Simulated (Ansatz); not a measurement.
This guess for MgCd₃O₄ is about to be relaxed.

```cif
data_structure
_symmetry_space_group_name_H-M 'Cmmm'
_symmetry_Int_Tables_number 65
_cell_length_a 7.0757
_cell_length_b 10.0066
_cell_length_c 3.5379
_cell_angle_alpha 90.000
_cell_angle_beta 90.000
_cell_angle_gamma 90.000
_cell_volume 250.49
loop_
_atom_site_label
_atom_site_type_symbol
_atom_site_symmetry_multiplicity
_atom_site_Wyckoff_symbol
_atom_site_fract_x
_atom_site_fract_y
_atom_site_fract_z
_atom_site_occupancy
Mg1 Mg 2 c 0.50000 0.00000 0.50000 1
Cd1 Cd 4 e 0.25000 0.25000 0.00000 1
Cd2 Cd 2 d 0.00000 0.00000 0.50000 1
O1 O 4 g 0.75000 0.00000 0.00000 1
O2 O 4 j 0.50000 0.75000 0.50000 1
```

All numbers below come from DFT PBE, scalar-relativistic, plane waves, PAW (Ansatz 0.2.0). Cutoff 420 eV, Gaussian smearing, Γ-centred meshes. Cell and atoms relax first on a coarse mesh and then on a finer one. In between, the cell is made exact in the group found at 0.06 Å. In metals the finer mesh still leaves noise of several meV/atom or more. The steps can't lower the symmetry of their start. No spin polarisation in the relaxation; trial moments died out in a coarse test.

A guess keeps its type if space group and coordination stay and the shape of the cell changes little (axis ratios within about 15 %, angles within 6°); the volume may change.

**Question.** Does this structure survive the relaxation?

**Answer.** It keeps its type. The symmetry stays Cmmm (No. 65). The volume per atom shrinks by 19.2 %, from 15.7 to 12.7 Å³. The shortest distance goes from 2.50 Å (Cd–O and Mg–O) to 2.20 Å (Mg–O). Counting neighbours within 15 % of an atom's shortest distance, the start has Cd 6, Mg 6, O 6 and the end Cd 6, Mg 6, O 6.

Formation energies are uncorrected and refer to the elements' standard structures at the same level (O₂ as a molecule).

**Question.** At what energy does it end?

**Answer.** −1.37 eV/atom. A negative formation energy is needed for stability but isn't enough: competing phases decide.

The last run used an 8×8×12 mesh (in the run's order of axes) for its 8-atom cell and Gaussian smearing of 0.10 eV. A structure relaxed within its symmetry needn't be a true minimum.
